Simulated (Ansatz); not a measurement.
# Ge: all-electron results

```xyz
2
Lattice="0.0000 2.8288 2.8288 2.8288 0.0000 2.8288 2.8288 2.8288 0.0000" Properties=species:S:1:pos:R:3 pbc="T T T"
Ge    2.8288    2.8288    2.8288
Ge    4.2432    4.2432    4.2432
```

Atom numbers follow the list: Ge1, Ge2.

The cell is a measured one (Crystallography Open Database entry 9011050); the temperature and pressure of the measurement aren't taken into account, and nothing was relaxed.

Method: DFT, PBEsol, all-electron LAPW, scalar-relativistic (Ansatz 0.2.0).

Numerical set-up: a Γ-centred 11×11×11 k mesh, Fermi–Dirac smearing of 0.05 eV, basis error target 0.5 meV/atom, no spin polarisation.

```yaml
Pressure_at_this_cell: 0.66 GPa
Volume_per_atom: 22.64 Å³
```

Task: Predict this quantity. Band gap.

Result: None at this level of theory (metallic, semimetallic, or a small gap that the functional closes).

Task: Density of states at the Fermi level (0.2 eV bin): what does the calculation give?

Result: 0.00 states/eV per cell.
